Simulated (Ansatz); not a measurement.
A geometry of Rb₃InCl₆ away from equilibrium: step 2 of the relaxation of a relaxed Rb3InCl6 cell shaken by Gaussian noise of σ = 0.08 Å a coordinate. Calculation: r2SCAN (plane waves to 500 eV, PAW, scalar-relativistic; Ansatz, a program for electronic structure). Γ-centred k-mesh 4×4×4 on the run's cell (coarser than for final values), Fermi–Dirac smearing 0.05 eV.

```xyz
10
Lattice="0.0096 5.5669 5.5641 5.5695 0.0320 5.5417 5.6019 5.5770 -0.0004" Properties=species:S:1:pos:R:3:forces:R:3 pbc="T T T" free_energy=-21965.906 pressure_GPa=-0.2
Rb     8.3580     8.4849     8.2351   -0.0086   -0.0035    0.0251
Rb     2.8431     2.8261     2.7927   -0.0296    0.0352   -0.0130
Rb     5.5782     5.5566     5.5435   -0.1972    0.2609    0.2353
In    -0.0565    -0.0048     0.0353    0.1526    0.2855   -0.0480
Cl     2.4944     5.6051     5.5522    0.0431   -0.0931    0.2107
Cl     8.5718     5.6425     5.4686    0.4762    0.1121   -0.0208
Cl     5.7004     2.5921     5.5201   -0.2050   -0.5539   -0.0172
Cl     5.5886     8.6531     5.6425   -0.0413   -0.2395    0.1418
Cl     5.4931     5.5670     2.5637   -0.0319    0.0786   -0.3802
Cl     5.6875     5.4070     8.6387   -0.1585    0.1177   -0.1336
```

Positions in Å, forces in eV/Å, free energy of the cell in eV (comparable only within this code, potentials and settings). Largest force: 0.59 eV/Å, on Cl7 (atoms numbered as listed); the geometry lies 0.05 eV/atom above the end of its relaxation.

No spin polarisation in the result.

Of the parent cell (Fm-3m (No. 225)): The relaxation started from an entry of Materials Project.

The runs began from a structure in Materials Project; this end point is another cell, not compared with measured phases.
